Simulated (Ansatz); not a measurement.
# Pt3W, first-principles data

Pt$_{3}$W:
```xyz
4
Lattice="3.9228 0.0000 0.0000 0.0000 3.9228 0.0000 0.0000 0.0000 3.9228" Properties=species:S:1:pos:R:3 pbc="T T T"
Pt     0.0000     1.9614     1.9614
Pt     1.9614     1.9614     0.0000
Pt     1.9614     0.0000     1.9614
W      0.0000     0.0000     0.0000
```

Space group Pm-3m (No. 221), Cu3Au type; conventional cell a = b = c = 3.923 Å, α = β = γ = 90.00°.

Method: PBEsol (plane waves, PAW; program Ansatz). The cell and atoms are relaxed at this level. Other levels are named where they apply.

### Cell and energy

* **Volume per atom**: 15.09 Å³
* **Density**: 21.16 g/cm³
* **Formation energy from the elements (no fitted shifts)**: -0.057 eV/atom

### Electronic structure

- Electronic character: metallic (no gap)
- Density of states at the Fermi level: 1.8 states/eV per atom (mean over ±0.08 eV)
- Gap with spin–orbit coupling: none (metallic)

### Mechanics

Bulk modulus (Birch–Murnaghan fit): 306 GPa
Pressure derivative B′: 5.0
Elastic constants (relaxed ions, GPa): C11 = 404, C12 = 258, C44 = 112
Mechanical stability: stable (all eigenvalues of C positive)
Hill bulk and shear moduli: 307 and 94.3 GPa
Young's modulus: 257 GPa
Poisson's ratio: 0.36
Debye temperature from the elastic constants: 286 K

### Phonons

* **Highest zone-centre frequency**: 161 cm⁻¹
* **Zone-centre stability**: no imaginary mode at Γ

A made-up cell: these elements were put on the sites of a structure type; neither database checked (COD, Materials Project) lists it. Its standing as an ambient phase is unchecked. The PBEsol relaxation kept the symmetry of its start. The run is not spin-polarised. As this level gives no gap, shear constants depend on the k-mesh and smearing (Fermi–Dirac, 0.1 eV here). As this level gives no gap, phonon frequencies hold no LO–TO term and depend on the k-mesh and smearing (Fermi–Dirac, 0.1 eV here). The references are the lowest solids computed at this level, not always the standard phases. Scalar-relativistic: spin–orbit coupling is off unless named, which matters more the heavier the elements.

Potentials: the earlier of the program's two PAW sets. The files were generated under PBE; for other functionals the program regenerates the frozen cores, and for LDA and PBEsol the local potential too.
